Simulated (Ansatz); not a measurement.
BaF₂:
```yaml
crystal:
  lattice:
    - [6.64280, 0.00000, 0.00000]
    - [0.00000, 4.01359, 0.00000]
    - [0.00000, 0.00000, 7.85732]
  atoms:
    - { symbol: Ba, position: [0.24984, 0.75000, 0.11449] }
    - { symbol: Ba, position: [0.75016, 0.25000, 0.88551] }
    - { symbol: Ba, position: [0.25016, 0.25000, 0.61449] }
    - { symbol: Ba, position: [0.74984, 0.75000, 0.38551] }
    - { symbol: F, position: [0.02777, 0.25000, 0.33294] }
    - { symbol: F, position: [0.97223, 0.75000, 0.66706] }
    - { symbol: F, position: [0.47223, 0.75000, 0.83294] }
    - { symbol: F, position: [0.52777, 0.25000, 0.16706] }
    - { symbol: F, position: [0.64126, 0.25000, 0.57026] }
    - { symbol: F, position: [0.35874, 0.75000, 0.42974] }
    - { symbol: F, position: [0.85874, 0.75000, 0.07026] }
    - { symbol: F, position: [0.14126, 0.25000, 0.92974] }
```

DFT-PBEsol in the program Ansatz with PAW potentials gives a gap of 7.06 eV without spin–orbit coupling, maximum at Γ, minimum at Γ.

Task: What happens when spin–orbit coupling is switched on?

Result: The gap falls by 0.04 eV, to 7.02 eV; maximum at Γ, minimum at Γ.

Task: Give the electron effective mass with spin–orbit coupling.

Result: 0.64, 0.84, 0.96 mₑ (principal values).

Task: Give the hole effective mass with spin–orbit coupling.

Result: 1.1, 2.9, 4.0 mₑ (principal values).

Space group Pnma. The first step of the workflow began from a Materials Project structure, measured or hypothetical; the Crystallography Open Database copy checked does not list it. It is not the phase usual at ambient conditions (space group No. 225). Symmetry was held in the PBEsol relaxation; whether a distortion lowers the energy is not shown.

Potentials: the later of the program's two PAW sets.
